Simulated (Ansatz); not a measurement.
The start is a generated trial cell of Bi2Te3 in the AFLOW prototype A3B2_hR5_155_e_c (D5_e, as in Ni3S2). A full variable-cell relaxation at zero pressure is run with r2SCAN (plane waves to 500 eV, PAW, scalar-relativistic; Ansatz, a quantum-chemistry and plane-wave program). First-step values are on the input's coarse k-mesh.

Ansatz input (later rounds restart from its end on a renewed k-mesh):
Ansatz 0.2 input:
```yaml
crystal:
  lattice:
    - [3.9449887, 2.2776403, 3.2637503]
    - [-3.9449887, 2.2776403, 3.2637503]
    - [0, -4.5552806, 3.2637503]
  atoms:
    - { symbol: Te, position: [0.2449, 0.7551, 0.5] }
    - { symbol: Te, position: [0.5, 0.2449, 0.7551] }
    - { symbol: Te, position: [0.7551, 0.5, 0.2449] }
    - { symbol: Bi, position: [0.2521, 0.2521, 0.2521] }
    - { symbol: Bi, position: [0.7479, 0.7479, 0.7479] }
basis: { ecutwfc: 500, ecutrho_ratio: 4, xc_grid: 4, fft_grid_basis: typed }
kpoints: { mp_grid: { grid: [4, 4, 4] } }
hamiltonian:
  xc: r2scan
  dispersion: none
  pseudopotentials: { azcp: { folder: ./paw }, kind: paw }
scf: { occupations: { method: fermi_dirac, width: 0.05 } }
relax: { f_tol: 0.01, max_steps: 100, cell: { stress_tol: 0.02 } }
output: { forces: true, stress: true }
```

- Initial pressure: +5.1 GPa (positive: the cell is compressed)
- Largest initial force: 0.35 eV/Å, on Bi4, Bi5 (atoms numbered as listed)
- Volume change: +16.1 %, from 35.19 to 40.87 Å³/atom
- Band gap at the end: 0.71 eV, indirect (valence top at 11 % of the way from Γ to S0, conduction bottom at 30 % of the way from Γ to T) (no spin-orbit coupling)
- Optimiser moves: 13

The end point of the relaxation:

```cif
data_Bi6Te9
_chemical_formula_sum 'Te9 Bi6'
_space_group_name_H-M_alt 'R32 :H'
_space_group_IT_number 155
_space_group_name_Hall 'R 3 2"'
_cell_length_a 7.71816
_cell_length_b 7.71816
_cell_length_c 11.88318
_cell_angle_alpha 90.000
_cell_angle_beta 90.000
_cell_angle_gamma 120.000
loop_
_atom_site_label
_atom_site_type_symbol
_atom_site_symmetry_multiplicity
_atom_site_Wyckoff_symbol
_atom_site_fract_x
_atom_site_fract_y
_atom_site_fract_z
_atom_site_occupancy
Te1 Te 9 e 0.30521 0.30521 0.50000 1
Bi1 Bi 6 c 0.00000 0.00000 0.33950 1
```
(The calculation used a cell of 5 atoms; values per cell refer to that cell.)

Final values are on a 6×6×6 k-mesh of the relaxed cell. No spin polarisation in the result. Spin-orbit coupling is missing; with elements this heavy it can move band edges by tenths of an eV or more.

The run could not lose the symmetry of its start: the end is stationary, and may be a saddle point rather than a minimum.

The relaxed structure here is a generated cell of Bi2Te3: the first start was made by placing the elements on the sites of a structure type, and the end was not matched to a known phase here, so it may be hypothetical. Known forms of Bi2Te3 include space group No. 166.
